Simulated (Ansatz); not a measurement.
This Mg₅Te structure is the end of a relaxation. The cell was found from a structure generator's guess, not taken from experiment.

These are results of DFT PBE, scalar-relativistic, plane waves, PAW in Ansatz 0.2.0, not measurements. Cutoff 420 eV, Γ-centred mesh, Gaussian smearing, no spin polarisation.

```
Mg Te
1.0
     6.08668    0.00000    0.00000
    -3.04334    5.27122    0.00000
     0.00000    0.00000    5.03309
Mg Te
5 1
Cartesian
  1.4985 2.6490 2.5165
  0.0000 5.2444 2.5165
  -1.4985 2.6490 2.5165
  0.0000 3.5141 0.0000
  0.0000 0.0000 0.0000
  3.0433 1.7571 0.0000
```

The zero of energy is the elements' standard structures at the same level; no fitted shifts are applied.

(1) Find its symmetry and describe it.

(2) What is its formation energy per atom?

(3) Is it a metal?

Results:

(1) P-6m2 (No. 187). Conventional cell: a = 6.087 Å, c = 5.033 Å. Mg on a site of symmetry mm2 is surrounded by 6 Mg at 3.00–3.09 Å, 2 Te at 3.08 Å and 4 Mg at 3.95 Å; Mg on a site of symmetry -6m2 is surrounded by 6 Mg at 3.05 Å, 3 Te at 3.51 Å and 3 Mg at 3.51 Å; Mg on a second site of symmetry -6m2 has 3 Mg at 3.51 Å, 3 Te at 3.51 Å and 12 Mg at 3.95 Å; around Te lie 6 Mg at 3.08 Å and 6 Mg at 3.51 Å.

(2) +0.10 eV/atom. The separate elements lie lower, so it is unstable against them.

(3) Yes, bands cross the Fermi level on the 6×6×8 mesh.

The last run used a 6×6×8 mesh (in the run's order of axes) for its 6-atom cell and Gaussian smearing of 0.10 eV. Spin–orbit coupling, which can matter for Te, is left out. The reference form of Te is held partly by dispersion forces, which this level lacks. A structure relaxed within its symmetry needn't be a true minimum. Another cell of Mg5Te relaxed alike, in P6/mmm, lies 16 meV/atom lower, so this cell isn't the stable form at this level.
